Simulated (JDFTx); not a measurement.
TiAl(001) slab cut from bulk TiAl (space group P4/mmm, indices of the conventional cell, lattice of the Materials Project entry mp-1953, not re-optimised): 3 atoms in 3 planes, a 1x1 cell of 7.90 Å² (|a| = 2.811, |b| = 2.811 Å), 4.0 Å between the outermost planes, Al outermost, slab composition TiAl2, cell height 20.1 Å, 8×8×1 k mesh, Fermi smearing 0.01 Ha, no spin polarisation. Whether this polymorph is the ambient one wasn't checked. Neither spin polarisation nor a larger cell was tried.

Level of theory: PBE, GBRV ultrasoft potentials, plane waves to 20/100 Ha; code: JDFTx (a modified build). Liquid on both sides: linear PCM (GLSSA13), water, 1 M KCl; nuclei fixed, outer atoms relaxed in vacuum. SHE scale: U = −μ/e − 4.44 V, by convention. The model has bare, unreconstructed faces and no explicit solvent. Convergence in thickness and k mesh wasn't tested for this slab.

Q: Predict the potential of zero charge and the surface charge against electrode potential.

A: The potential of zero charge is -0.46 V vs SHE.

```json
[
 {"U (V vs SHE)": "-1.35", "μ (eV)": "-3.09", "excess electrons per cell": "0.139", "σ (μC/cm², per face)": "-14.1", "run": "fixed potential"},
 {"U (V vs SHE)": "-0.60", "μ (eV)": "-3.84", "excess electrons per cell": "0.027", "σ (μC/cm², per face)": "-2.7", "run": "fixed potential"},
 {"U (V vs SHE)": "-0.46", "μ (eV)": "-3.98", "excess electrons per cell": "0.000", "σ (μC/cm², per face)": "0.0", "run": "neutral"},
 {"U (V vs SHE)": "-0.30", "μ (eV)": "-4.14", "excess electrons per cell": "-0.031", "σ (μC/cm², per face)": "3.2", "run": "fixed potential"},
 {"U (V vs SHE)": "-0.11", "μ (eV)": "-4.33", "excess electrons per cell": "-0.079", "σ (μC/cm², per face)": "8.0", "run": "fixed charge"},
 {"U (V vs SHE)": "0.05", "μ (eV)": "-4.49", "excess electrons per cell": "-0.128", "σ (μC/cm², per face)": "13.0", "run": "fixed potential"}
]
```
